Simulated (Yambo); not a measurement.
A G0W0@PBEsol run in Yambo for RbLuO₂ (space group R-3m, No. 166) under isotropic strain of -3 % on all lattice vectors (4×4×4 Γ-centred k mesh, bands 2 to 129 and a 8 Ry block in the screening, 129 bands in G with the Bruneval-Gonze terminator, plasmon pole fitted at 27.2 eV) gives these matrix elements, in eV, at the band edges (Γ → F):

```
state               E0    <Vxc>     <Σx>  <Σc(E0)>      Z
---------------  -----  -------  -------  --------  -----
valence edge     0.000  -25.135  -29.057     4.404  0.803
conduction edge  3.050  -10.878   -6.473    -3.481  0.859
```

Question: Solve the linearised quasiparticle equation for both states, give the gap, and say how exchange and correlation each act on it.

Answer: E = E0 + Z(Σx + Σc − Vxc). Valence: 0.000 + 0.803 × (-29.057 + (4.404) − (-25.135)) = 0.39 eV. Conduction: 3.050 + 0.859 × (-6.473 + (-3.481) − (-10.878)) = 3.84 eV. The gap is 3.46 eV, against 3.05 eV in PBEsol. Replacing Vxc by bare exchange alone would open it by 8.33 eV; correlation takes back 7.89 eV of that, and Z scales what is left. Convergence of the G0W0 settings was not tested. The 4f states are in the valence at their DFT position.

Geometry strained from the cell relaxed with PBEsol, atoms relaxed again; primitive cell a = 6.5140 Å, b = 6.5140 Å, c = 6.5140 Å, α = 29.17°, β = 29.17°, γ = 29.17°.
